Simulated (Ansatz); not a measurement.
BAs:
Space group F-43m (No. 216); a = 4.7323 Å, b = 4.7323 Å, c = 4.7323 Å, α = 90.00°, β = 90.00°, γ = 90.00°

| atom | site | symmetry | x | y | z |
|---|---|---|---|---|---|
| As | 4c | -43m | 0.2500 | 0.2500 | 0.2500 |
| B | 4a | -43m | 0.0000 | 0.0000 | 0.0000 |
(The calculation used a cell of 2 atoms; values per cell refer to that cell.)

Relaxed with LDA.

### Question
Give the optical modes at the zone centre with their infrared and Raman activity from DFPT, LDA (plane waves, PAW; program Ansatz).

### Answer
Transverse frequencies, without the LO–TO term; a row sums one degenerate level.

| ω (cm⁻¹) | degeneracy | IR ((D/Å)²/amu) | Raman (Å⁴/amu) | activity | symmetry |
|---|---|---|---|---|---|
| 700 | 3 | 2.13 | 1300 | IR+Raman | T2 |

### Question
How high does the top mode go among those that the LO–TO term moves?

### Answer
704 cm⁻¹ for q along x.

Symmetry was held in the LDA relaxation; phonons on a q-mesh show no instability.

Potentials: the later of the program's two PAW sets.
